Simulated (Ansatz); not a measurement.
MgTe:
```
CELL_PARAMETERS angstrom
      0.00000     2.92286     2.92286
      2.92286     0.00000     2.92286
      2.92286     2.92286     0.00000
ATOMIC_POSITIONS crystal
  Mg 0.50000 0.50000 0.50000
  Te 0.00000 0.00000 0.00000
```

Relaxed with LDA. Special points in fractions of this cell's reciprocal vectors: Γ (0.000, 0.000, 0.000); X (0.500, 0.000, 0.500); U (0.625, 0.250, 0.625); K (0.375, 0.375, 0.750); L (0.500, 0.500, 0.500); W (0.500, 0.250, 0.750).

List the band energies nearest the valence-band maximum at these points for LDA (plane waves, PAW; program Ansatz).

In eV from the valence-band maximum; about four levels below and three above (degenerate sets whole), none deeper than 8.9 eV; points with the same levels are listed once.

```
k              below                  above
-  -----------------  ---------------------
Γ     0.00 0.00 0.00    2.33 6.01 6.01 6.01
X  -4.36 -1.95 -1.95  0.38 2.94 10.28 10.28
U  -3.89 -3.60 -1.56         1.69 5.22 7.27
L  -5.14 -0.56 -0.56         3.16 4.45 4.45
W  -3.46 -3.46 -2.92    3.34 5.34 6.44 6.44
```

Space group Fm-3m (rock salt). A made-up cell: these elements were put on the sites of a structure type; the Crystallography Open Database copy checked does not list it. COD files the formula under space group No. 186, so this cell is another polymorph or a model. Whether it is the stable phase at ambient conditions was not checked. The cell was relaxed with LDA under the symmetry of its start; of distortions, only those at the zone centre were tested. Spin–orbit coupling is left out wherever it is not named.

Potentials: the later of the program's two PAW sets.
